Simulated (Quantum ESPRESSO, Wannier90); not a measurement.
## Te$_{2}$W (P6₃/mmc, 2Hc stacking as in molybdenite), plane waves to Wannier functions

Materials Project entry mp-1019322; symmetrised, unrelaxed at this level. Not found in the COD (Crystallography Open Database) copy used, which has the formula in other groups; not checked further. Method: PBEsol plane waves in Quantum ESPRESSO 7.5 (PseudoDojo norm-conserving files, 66 Ry, no spin polarisation, no spin-orbit coupling), Bloch states on a 4×4×4 mesh through Γ, Wannier90 4.0.1. Density: 12×12×2 mesh, cold smearing 0.01 Ry. The cell is built of weakly bound layers, chains or molecules, whose nearest atoms lie 4.35 Å apart. Database cells relaxed without dispersion often hold them too far apart, which can enlarge gaps and weakens couplings between them; spacing and stacking were not compared with the measured crystal. Spin-orbit coupling is left out although heavy elements are present.

On the energy scale of pw.x, whose zero is arbitrary, the valence-band maximum lies at 11.52 eV.

Input w.win:

```
num_bands = 2
num_wann = 2
exclude_bands = 3-78
num_iter = 1000
conv_tol = 1.0e-6
conv_window = 4
write_hr = true
write_u_matrices = true
auto_projections = true
begin unit_cell_cart
ang
    3.5615500966    0.0000000000    0.0000000000
   -1.7807750483    3.0843928605    0.0000000000
    0.0000000000    0.0000000000   14.8472300000
end unit_cell_cart
begin atoms_frac
Te   0.3333333333 -0.3333333333 -0.1291800000
Te  -0.3333333333  0.3333333333  0.1291800000
Te  -0.3333333333  0.3333333333  0.3708200000
Te   0.3333333333 -0.3333333333 -0.3708200000
W    0.3333333333 -0.3333333333  0.2500000000
W   -0.3333333333  0.3333333333 -0.2500000000
end atoms_frac
mp_grid = 4 4 4
begin kpoints
0.0000000000 0.0000000000 0.0000000000
0.0000000000 0.0000000000 0.2500000000
0.0000000000 0.0000000000 0.5000000000
... (61 more lines: the 4x4x4 mesh through Gamma)
end kpoints
```

Input of pw2wannier90.x that gives the overlap and projection files (equivalent; here they were cut from one run over all bands):

```
&inputpp
  outdir = './out'
  prefix = 'pwscf'
  seedname = 'w'
  write_amn = .true.
  write_mmn = .true.
  atom_proj = .true.
  atom_proj_exclude = 1 2 3 4 5 6 7 8 9 10 11 12 13 14 15 16 17 18 19 20 21 22 23 24 25 26 27 28 29 30 31 32 33 34 35 36 38 39 40 41 42 43 44 45 46 48 49 50 51 52 53 54 55 56
/
```

Output w.wout (banner and timings cut):

```
                                    ------
                                    SYSTEM
                                    ------

                              Lattice Vectors (Ang)
                    a_1     3.561550   0.000000   0.000000
                    a_2    -1.780775   3.084393   0.000000
                    a_3     0.000000   0.000000  14.847230

                   Unit Cell Volume:     163.10008  (Ang^3)

                        Reciprocal-Space Vectors (Ang^-1)
                    b_1     1.764172   1.018545  -0.000000
                    b_2     0.000000   2.037090   0.000000
                    b_3     0.000000  -0.000000   0.423189

 *----------------------------------------------------------------------------*
 |   Site       Fractional Coordinate          Cartesian Coordinate (Ang)     |
 +----------------------------------------------------------------------------+
 | te   1   0.33333  -0.33333  -0.12918   |    1.78078  -1.02813  -1.91797    |
 | te   2  -0.33333   0.33333   0.12918   |   -1.78078   1.02813   1.91797    |
 | te   3  -0.33333   0.33333   0.37082   |   -1.78078   1.02813   5.50565    |
 | te   4   0.33333  -0.33333  -0.37082   |    1.78078  -1.02813  -5.50565    |
 | w    1   0.33333  -0.33333   0.25000   |    1.78078  -1.02813   3.71181    |
 | w    2  -0.33333   0.33333  -0.25000   |   -1.78078   1.02813  -3.71181    |
 *----------------------------------------------------------------------------*
                                ------------
                                K-POINT GRID
                                ------------

             Grid size =  4 x  4 x  4      Total points =   64

 *---------------------------------- MAIN ------------------------------------*
 |  Number of Wannier Functions               :                 2             |
 |  Number of Objective Wannier Functions     :                 2             |
 |  Number of input Bloch states              :                 2             |
 |  Output verbosity (1=low, 5=high)          :                 1             |
 |  Timing Level (1=low, 5=high)              :                 1             |
 |  Optimisation (0=memory, 3=speed)          :                 3             |
 |  Length Unit                               :               Ang             |
 |  Post-processing setup (write *.nnkp)      :                 F             |
 |  Using Gamma-only branch of algorithms     :                 F             |
 *----------------------------------------------------------------------------*
 *------------------------------- WANNIERISE ---------------------------------*
 |  Total number of iterations                :              1000             |
 |  Number of CG steps before reset           :                 5             |
 |  Trial step length for line search         :             2.000             |
 |  Convergence tolerence                     :         0.100E-05             |
 |  Convergence window                        :                 4             |
 |  Iterations between writing output         :                 1             |
 |  Iterations between backing up to disk     :               100             |
 |  Write r^2_nm to file                      :                 F             |
 |  Write xyz WF centres to file              :                 F             |
 |  Write on-site energies <0n|H|0n> to file  :                 F             |
 |  Use guiding centre to control phases      :                 F             |
 |  Use phases for initial projections        :                 F             |
 *----------------------------------------------------------------------------*
 *-------------------------------- PLOTTING ----------------------------------*
 |  Plotting Hamiltonian in WF basis          :                 T             |
 *----------------------------------------------------------------------------*

       ... (k-mesh section left out)

 Starting a new Wannier90 calculation ...

 Reading overlaps from w.mmn

 Reading projections from w.amn

 *------------------------------- WANNIERISE ---------------------------------*
 +--------------------------------------------------------------------+<-- CONV
 | Iter  Delta Spread     RMS Gradient      Spread (Ang^2)            |<-- CONV
 +--------------------------------------------------------------------+<-- CONV

 ------------------------------------------------------------------------------
 Initial State
  WF centre and spread    1  (  1.780775, -1.028131,  3.711808 )     0.34794725
  WF centre and spread    2  ( -1.780775,  1.028131, -3.711807 )     0.34794725
  Sum of centres and spreads (  0.000000, -0.000000,  0.000000 )     0.69589451

      0     0.696E+00     0.0000000000        0.6958945084  <-- CONV
        O_D=      0.0000000 O_OD=      0.0000000 O_TOT=      0.6958945 <-- SPRD
 ------------------------------------------------------------------------------
      1     0.000E+00     0.0000000022        0.6958945084  <-- CONV
        O_D=      0.0000000 O_OD=      0.0000000 O_TOT=      0.6958945 <-- SPRD
      2     0.000E+00     0.0000000021        0.6958945084  <-- CONV
        O_D=      0.0000000 O_OD=      0.0000000 O_TOT=      0.6958945 <-- SPRD
      3     0.000E+00     0.0000000020        0.6958945084  <-- CONV
        O_D=      0.0000000 O_OD=      0.0000000 O_TOT=      0.6958945 <-- SPRD
      4     0.000E+00     0.0000000019        0.6958945084  <-- CONV
        O_D=      0.0000000 O_OD=      0.0000000 O_TOT=      0.6958945 <-- SPRD
             <<<     Delta < 1.000E-06  over  4 iterations     >>>
             <<< Wannierisation convergence criteria satisfied >>>
 Final State
  WF centre and spread    1  (  1.780775, -1.028131,  3.711808 )     0.34794725
  WF centre and spread    2  ( -1.780775,  1.028131, -3.711807 )     0.34794725
  Sum of centres and spreads (  0.000000, -0.000000,  0.000000 )     0.69589451

         Spreads (Ang^2)       Omega I      =     0.695894508
        ================       Omega D      =     0.000000000
                               Omega OD     =     0.000000000
    Final Spread (Ang^2)       Omega Total  =     0.695894508
```
